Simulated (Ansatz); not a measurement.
Pressure against volume: NaTl

```cif
data_structure
_symmetry_space_group_name_H-M 'Fd-3m:1'
_symmetry_Int_Tables_number 227
_cell_length_a 7.4706
_cell_length_b 7.4706
_cell_length_c 7.4706
_cell_angle_alpha 90.000
_cell_angle_beta 90.000
_cell_angle_gamma 90.000
_cell_volume 416.93
loop_
_atom_site_label
_atom_site_type_symbol
_atom_site_symmetry_multiplicity
_atom_site_Wyckoff_symbol
_atom_site_fract_x
_atom_site_fract_y
_atom_site_fract_z
_atom_site_occupancy
Na1 Na 8 a 0.50000 0.00000 0.50000 1
Tl1 Tl 8 b 0.00000 0.00000 0.50000 1
```

The runs use the primitive cell with vectors (0.000, 3.735, 3.735), (3.735, 0.000, 3.735), (3.735, 3.735, 0.000) Å, to which the k mesh refers.

The structure is an experimental refinement, used without relaxation.

No spin–orbit coupling, which matters for the heavy atoms here.

Levels of theory: DFT, PBEsol, all-electron LAPW, scalar-relativistic (Ansatz 0.2.0); DFT, PBEsol, PAW with Ansatz's default frozen-core files, scalar-relativistic (Ansatz 0.2.0).

For LAPW: a Γ-centred 10×10×10 k mesh, Fermi–Dirac smearing of 0.05 eV, basis error target 1 meV/atom, no spin polarisation. PAW takes a cutoff of 420 eV at this cell (files made with PBE, cores remade for this functional). The Ansatz runs share mesh, smearing and spin set-up. Plane-wave (PAW) pressures include the program's estimate of the Pulay term.

The cell above is scaled evenly, with fractional coordinates and shape held.

```json
{"V/V(cell)": "0.9400", "V (Å³/atom)": "24.495", "P, LAPW (GPa)": "1.77", "P, PAW (GPa)": "1.77", "free energy over the lowest listed, PAW (meV/atom)": "8.6"}
{"V/V(cell)": "0.9800", "V (Å³/atom)": "25.537", "P, LAPW (GPa)": "?", "P, PAW (GPa)": "?", "free energy over the lowest listed, PAW (meV/atom)": "?"}
{"V/V(cell)": "1.0000", "V (Å³/atom)": "26.058", "P, LAPW (GPa)": "0.10", "P, PAW (GPa)": "0.10", "free energy over the lowest listed, PAW (meV/atom)": "0.0"}
{"V/V(cell)": "1.0100", "V (Å³/atom)": "26.319", "P, LAPW (GPa)": "-0.13", "P, PAW (GPa)": "-0.13", "free energy over the lowest listed, PAW (meV/atom)": "0.0"}
{"V/V(cell)": "1.0400", "V (Å³/atom)": "27.101", "P, LAPW (GPa)": "-0.72", "P, PAW (GPa)": "-0.72", "free energy over the lowest listed, PAW (meV/atom)": "2.1"}
```

(1) Fill in the row V/V(cell) = 0.9800.

(2) What do Birch–Murnaghan fits to the pressures give?

Results:

(1) P, LAPW (GPa) = 0.59, P, PAW (GPa) = 0.59, free energy over the lowest listed, PAW (meV/atom) = 1.1.

(2) LAPW: V0 = 26.17 Å³/atom, B0 = 23 GPa, B0′ = 5.1; PAW: V0 = 26.17 Å³/atom, B0 = 23 GPa, B0′ = 5.1.
